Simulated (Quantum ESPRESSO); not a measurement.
**Kohn-Sham bands of NbP (I4₁md)**

```yaml
crystal:
  lattice:
    - [0.00000, -3.34985, 0.00000]
    - [3.34985, 0.00000, 0.00000]
    - [-1.67492, 1.67492, 5.74011]
  atoms:
    - { symbol: Nb, position: [0.49988, 0.49988, 0.99976] }
    - { symbol: Nb, position: [0.24988, 0.74988, 0.49976] }
    - { symbol: P, position: [0.08275, 0.08275, 0.16550] }
    - { symbol: P, position: [0.83275, 0.33275, 0.66550] }
```

Cell from Materials Project (mp-9339), symmetrised, no further relaxation. Not found in the COD (Crystallography Open Database) copy used, which has the formula in other groups; not checked further. Computed values, not measurements, from LDA: Quantum ESPRESSO (norm-conserving PseudoDojo potentials, cutoff 66 Ry, no spin polarisation, no spin-orbit coupling) on a Γ-centred 6×6×6 mesh, then Wannier90. Density: 10×10×10 mesh, cold smearing 0.01 Ry.

List the Kohn-Sham levels between −8 and 3.0 eV relative to the Fermi level at the high-symmetry points, as a band run of pw.x on that density gives them (levels within 2 meV counted together).


```
point  k (reciprocal lattice)                                                                     levels (eV)
-----  ----------------------  ------------------------------------------------------------------------------
Γ           0.000 0.000 0.000            -6.12, -3.01, -2.21 (×2), -2.12, -1.71, -1.34 (×2), 0.83, 1.59, 2.64
X          -0.500 0.500 0.000                       -5.01 (×2), -4.58 (×2), -2.81 (×2), -0.41 (×2), 2.94 (×2)
P          -0.500 0.500 0.250                       -5.07 (×2), -4.49 (×2), -2.86 (×2), -0.39 (×2), 2.95 (×2)
N           0.000 0.500 0.000  -6.15, -5.42, -3.37, -3.19, -2.29, -1.84, -1.50, -0.12, 0.07, 1.30, 2.43, 2.62
M           0.000 0.000 0.500            -4.00 (×2), -2.68 (×2), -2.66 (×2), -0.49 (×2), 1.19 (×2), 2.29 (×2)
S           0.000 0.457 0.271  -6.19, -5.30, -3.24, -3.16, -2.27, -2.17, -1.45, -0.15, 0.13, 1.62, 2.37, 2.66
S_0        0.000 0.543 -0.271  -6.19, -5.30, -3.24, -3.16, -2.27, -2.17, -1.45, -0.15, 0.13, 1.62, 2.37, 2.66
R         -0.457 0.543 -0.043                       -5.05 (×2), -4.52 (×2), -2.79 (×2), -0.45 (×2), 2.74 (×2)
G          -0.457 0.457 0.500                       -5.05 (×2), -4.52 (×2), -2.79 (×2), -0.45 (×2), 2.74 (×2)
```
